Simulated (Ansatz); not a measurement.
LaS (rock salt, Fm-3m), plane-wave PAW PBE (Ansatz code), all energies at zero smearing, with the estimated change up to a 700 eV cutoff added, with one set of potentials and settings (totals compare only within such a set). Cell of 2 atoms (1 S, 1 La): -7156.503 eV.

```json
[
 {"element": "S", "reference phase": "Fddd, 32 atoms in the cell", "E (eV/atom)": "-902.0599"},
 {"element": "La", "reference phase": "P6_3/mmc, 4 atoms in the cell", "E (eV/atom)": "-6250.0953"}
]
```

Formation energy per atom, worked out: (-7156.503 − 1×(-902.0599) − 1×(-6250.0953))/2 = -2.174 eV/atom (-210 kJ per mol of atoms), at 0 K, without zero-point energy or fitted corrections.

The workflow started from an entry of the Crystallography Open Database (COD). Its standing as an ambient phase is unchecked. The PBE relaxation kept the symmetry of its start; whether a distortion lowers the energy is not shown. The references are the lowest solids computed at this level, not always the standard phases. Scalar-relativistic: spin–orbit coupling is off unless named, which matters more the heavier the elements.

Potentials: the later of the program's two PAW sets.
